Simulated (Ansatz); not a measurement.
# Elastic constants of ScB2 at 10 GPa (stress–strain coefficients): input and output

These are results of DFT LDA, scalar-relativistic, plane waves, PAW (Ansatz 0.2.0), not measurements.

Launched with:
```bash
ansatz run input.yaml --threads 1 --pin off --max-ram 3072MiB --backend cpu --events-out ev --progress --plain --runs-dir out
```

Input (bare energies are in eV):
```yaml
crystal:
  lattice:
    - [3.0581803667, 0.0, 0.0]
    - [-1.5290901834, 2.6484618869, 0.0]
    - [0.0, 0.0, 3.398317389]
  atoms:
    - { symbol: Sc, position: [0.0, 0.0, 0.0] }
    - { symbol: B, position: [0.3333333333, 0.6666666667, 0.5] }
    - { symbol: B, position: [0.6666666667, 0.3333333333, 0.5] }
basis:
  ecutwfc: 420
kpoints:
  mp_grid: { grid: [18, 18, 12] }
hamiltonian:
  xc: lda
scf:
  occupations: { method: fermi_dirac, width: 0.15 }
output:
  forces: true
  stress: true
  eigenvalues: true
elastic:
  mode: relaxed_ion
  amplitude: 0.005
  stencil: two_point
```

From the output:
```
--- Elastic constants: 3 strain directions × 2 members + reference (group order 24) ---
  dense FFT box of the reference and of every strained cell: 24×24×24
  strains applied: 11, 33, 23; error gains: componentwise 1.00 (the most a stress slope's error grows in a printed constant), spectral 1.41 (1 for all six strains in a standard setting)
  C = ∂σ_k/∂η_j (tension-positive GPa; Voigt order 11 22 33 23 13 12):
       598.336     74.310    111.065     -0.000      0.000     -0.000
        74.310    598.336    111.065     -0.000      0.000      0.000
       111.091    111.091    454.020     -0.000      0.000     -0.000
         0.000     -0.000      0.000    232.291      0.000      0.000
         0.000     -0.000      0.000      0.000    232.291      0.000
        -0.000     -0.000     -0.000      0.000      0.000    262.013
  reference stress σ⁰ (GPa):     -9.999     -9.999     -9.999     -0.000     -0.000      0.000
  C* (energy form; C + prestress term) asymmetry max|C*_kj − C*_jk| = 2.677e-2 GPa — a small one proves nothing (zero by symmetry where the batch's group is 432, −43m or m−3m); a large one is finite-difference/SCF noise where every solve ...
  moduli (Voigt/Reuss/Hill, GPa): K = 249.29/247.03/248.16   G = 235.60/231.79/233.69   E = 533.59   ν = 0.142
  mechanically stable: yes (min eigenvalue of sym C = 232.29 GPa)
  the stresses are not corrected for the forces that the relaxations left standing (`elastic.f_tol`)
  strain η (Voigt 11):  stress-route row diagonal C_11 = 598.34 GPa, energy-path curvature d²(F+E_count+ΔE)/dδ²/Ω₀ = 598.36 GPa
         δ    σ_11 (GPa) F (eV) n_scf n_hpsi n_pw
    -5.000e-3     -13.0286       -2391.3050961       6  115354    549   relax 3 steps, max|allowed force component| 3.37e-7 eV/Å
     5.000e-3      -7.0452       -2391.3222980       6  115293    563   relax 2 steps, max|allowed force component| 6.93e-6 eV/Å
  strain η (Voigt 33):  stress-route row diagonal C_33 = 454.02 GPa, energy-path curvature d²(F+E_count+ΔE)/dδ²/Ω₀ = 454.03 GPa
         δ    σ_33 (GPa) F (eV) n_scf n_hpsi n_pw
    -5.000e-3     -12.2948       -2391.3054087       7   58856    551   relax 0 steps, max|allowed force component| 1.36e-16 eV/Å
     5.000e-3      -7.7546       -2391.3225996       5   49891    551   relax 0 steps, max|allowed force component| 1.73e-16 eV/Å
  strain η (Voigt 23):  stress-route row diagonal C_44 = 232.29 GPa, energy-path curvature d²(F+E_count+ΔE)/dδ²/Ω₀ = 237.32 GPa
         δ    σ_23 (GPa) F (eV) n_scf n_hpsi n_pw
    -5.000e-3      -1.1615       -2391.3144703       6  187738    551   relax 3 steps, max|allowed force component| 2.64e-7 eV/Å
     5.000e-3       1.1615       -2391.3144703       6  187766    551   relax 3 steps, max|allowed force component| 2.66e-7 eV/Å
```

The run took 4.4 min on 1 thread of Arm Neoverse V1, on a shared host, peak memory 0.67 GiB.

In a metal, frequencies and elastic constants depend on the k mesh and the smearing, soft modes and shear constants most. Other phases may be more stable at this pressure.